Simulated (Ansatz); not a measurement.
**Carriers in BaZrO$_{3}$ (Pm-3m)**

```yaml
crystal:
  lattice:
    - [4.14736, 0.00000, 0.00000]
    - [0.00000, 4.14736, 0.00000]
    - [0.00000, 0.00000, 4.14736]
  atoms:
    - { symbol: Ba, position: [0.00000, 0.00000, 0.00000] }
    - { symbol: Zr, position: [0.50000, 0.50000, 0.50000] }
    - { symbol: O, position: [0.00000, 0.50000, 0.50000] }
    - { symbol: O, position: [0.50000, 0.00000, 0.50000] }
    - { symbol: O, position: [0.50000, 0.50000, 0.00000] }
```

Computed, not measured; unless marked otherwise by LDA, all-electron LAPW in Ansatz 0.2.0, scalar-relativistic. k mesh 6×6×6, fixed occupations, basis error target 1 meV/atom. The cell was relaxed by PAW under this functional.

Extrema are searched on a 8×8×8 mesh and refined by Newton steps; masses come from band slopes 0.005 Å⁻¹ away, 1/m* = (1/ħ²) d²E/dk², negative for holes (the finite step makes the lightest masses up to about 3 % heavy). k is in units of the reciprocal vectors.

Where are the band edges, and is the gap direct?

The valence maximum lies at R (-0.500, -0.500, -0.500) and the conduction minimum at Gamma (0.000, 0.000, 0.000), so the Kohn-Sham gap of 3.196 eV is indirect; the least direct gap on the mesh is 3.345 eV. A further valence extremum at Gamma (0.000, 0.000, 0.000) lies 0.149 eV from the edge (1 equivalent point).

Several bands lie at or near the electron edge, or its surface isn't an ellipsoid. What are the masses by direction?

```
direction  branch from the edge  its level at the point (eV from the edge)  m*/mₑ
      100                     1                                      0.000   2.63
      100                     2                                      0.000  0.334
      100                     3                                      0.000  0.334
      110                     1                                      0.000  0.673
      110                     2                                      0.000  0.528
      110                     3                                      0.000  0.334
      111                     1                                      0.000   0.54
      111                     2                                      0.000  0.442
      111                     3                                      0.000  0.442
     11-2                     1                                      0.000  0.818
     11-2                     2                                      0.000  0.396
     11-2                     3                                      0.000   0.38
```

Several bands lie at or near the hole edge, or its surface isn't an ellipsoid. What are the masses by direction?

```csv
direction,branch from the edge,its level at the point (eV from the edge),m*/mₑ
100,1,0.000,-17.7
100,2,0.000,-0.813
100,3,0.000,-0.813
010,1,0.000,-17.7
010,2,0.000,-0.813
010,3,0.000,-0.813
001,1,0.000,-17.7
001,2,0.000,-0.813
001,3,0.000,-0.813
110,1,0.000,-2.82
110,2,0.000,-1.07
110,3,0.000,-0.813
111,1,0.000,-2.21
111,2,0.000,-0.969
111,3,0.000,-0.969
11-2,1,0.000,-3.06
11-2,2,0.000,-0.943
11-2,3,0.000,-0.884
```

Along the Cartesian direction 110 the conduction slope is 0.05656 eV·Å one step out. What is it four steps out, and what does that say?

0.2261 eV·Å, 3.998 times the first; a parabola would give 4, so the band is nearly parabolic here.

What electronic dielectric constant and refractive index follow from the same bands (independent particles)?

ε∞ = (5.10, 5.10, 5.10), so n ≈ √ε∞ = 2.26 (mean over directions) well under the gap and the normal reflectivity is ((n − 1)/(n + 1))² = 0.149. Local fields, left out here, lower ε∞ by several per cent.

What gap does PAW give in the same cell?

3.198 eV, 2 meV from the LAPW value.

Limits of these numbers: no spin-orbit coupling on heavy atoms; semilocal gaps are low, and what follows the gap (onsets, screening, light masses) shifts with it; without spin-orbit coupling, bands that meet at the valence top are not the light and heavy holes of experiment; the frozen-core PAW files of the compared runs were fitted under PBE, their cores solved anew for this functional.
